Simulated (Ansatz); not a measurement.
## Notes on Rb2H4N

```
N H Rb
1.0
     5.72890    0.00000    0.00000
     0.00000    5.72890    0.00000
     0.00000    0.00000    8.29778
N H Rb
2 8 4
Cartesian
  0.0000 0.0000 0.0000
  2.8645 2.8645 4.1489
  1.1515 1.1515 0.0000
  1.7129 4.0160 4.1489
  4.5774 4.5774 0.0000
  4.0160 1.7129 4.1489
  0.0000 0.0000 1.6181
  2.8645 2.8645 5.7670
  2.8645 2.8645 2.5308
  0.0000 0.0000 6.6797
  0.0000 2.8645 2.0744
  0.0000 2.8645 6.2233
  2.8645 0.0000 2.0744
  2.8645 0.0000 6.2233
```

The numbers come from plane-wave PAW DFT (Ansatz): PBE, no spin polarisation, 420 eV, 6×6×4 Γ-centred k points, fermi-dirac occupations (width 0.0154 eV). Nothing was relaxed.

(1) What does the stress say?

(2) Describe some of the short contacts.

(3) Metal or insulator?

(4) Where is the largest force?

(5) Give the Bader charges.

Origin: a known structure type with other elements, at an estimated volume, so it need not be a known compound. Caveats: many states at the Fermi level without spin polarisation, so a magnetic state may lie lower; the Fermi level lies in a narrow band between gaps, which spin or distortion may split.

## Answers

(1) The pressure is -4.5 GPa (compression positive), so with the atoms held at these fractions the cell would first shrink; the forces are large, so a full relaxation may end otherwise. The principal stresses -7.3, -3.1, -3.1 GPa differ, so its shape would change too.

(2) N–H at 1.62 Å: least valence density 0.54 e/Å³ and ELF 0.67 there. Rb–H at 2.90 Å: least valence density 0.06 e/Å³ and ELF 0.05 there. These are pseudo-fields; inside the PAW spheres they differ from the all-electron ones.

(3) It is a metal, with about 9.7 states/eV a cell as the mean within 0.25 eV of the Fermi level, mostly H s (79 %).

(4) The largest is on H7 (and as large on other atoms): 1.48 eV/Å, components (0.00, 0.00, -1.48). It makes 0° with the line to a nearest neighbour, N1 at 1.62 Å, pointing towards it.

(5) Bader charges in e: Rb +0.76, H -0.19, N -0.75. In the mean Rb gives up most and N takes most.
